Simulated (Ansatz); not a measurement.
All numbers below come from Ansatz 0.2.0, DFT PBE, scalar-relativistic, plane waves, PAW. All cells share a 420 eV cutoff and Γ-centred k meshes spaced at most about 0.3 Å⁻¹ (about 0.25 or finer for metals, 2π included). No spin polarisation in the final relaxations.

These are static total energies at zero pressure. All come from trial cells, and lower structures may exist.

**Question.** Order these relaxed structures of LiNb3P by energy, lowest first, with the energy over the lowest of them.
A.

```
Li Nb P
1.0
     3.33293    0.00000    0.00000
     0.00000    3.33293    0.00000
     0.00000    0.00000    7.67587
Li Nb P
1 3 1
Cartesian
  0.0000 0.0000 0.0000
  1.6665 1.6665 0.0000
  1.6665 1.6665 2.4869
  1.6665 1.6665 5.1890
  0.0000 0.0000 3.8379
```

B.

```
Li Nb P
1.0
     4.65692    0.00000    0.00000
     0.00000    4.65692    0.00000
     0.00000    0.00000    4.65692
Li Nb P
1 3 1
Direct
  0.00000 0.00000 0.00000
  0.00000 0.50000 0.50000
  0.50000 0.00000 0.50000
  0.50000 0.50000 0.00000
  0.50000 0.50000 0.50000
```

**Answer.** B (0 meV/atom), A (176 meV/atom). Forms: B antiperovskite type, Pm-3m; A P4/mmm. Counting Li or Nb atoms around P (for each partner element, those within 1.25 times its shortest distance or 1.15 times the sum of covalent radii, where it is the nearest in units of that sum or under 1.3): B has P 6; A has P 8. Even the lowest lies +0.36 eV/atom against the elements.

Cells relaxed within their symmetry can be saddle points. Some structure types and database cells were kept out of the candidates from the start, so a known form may be missing.
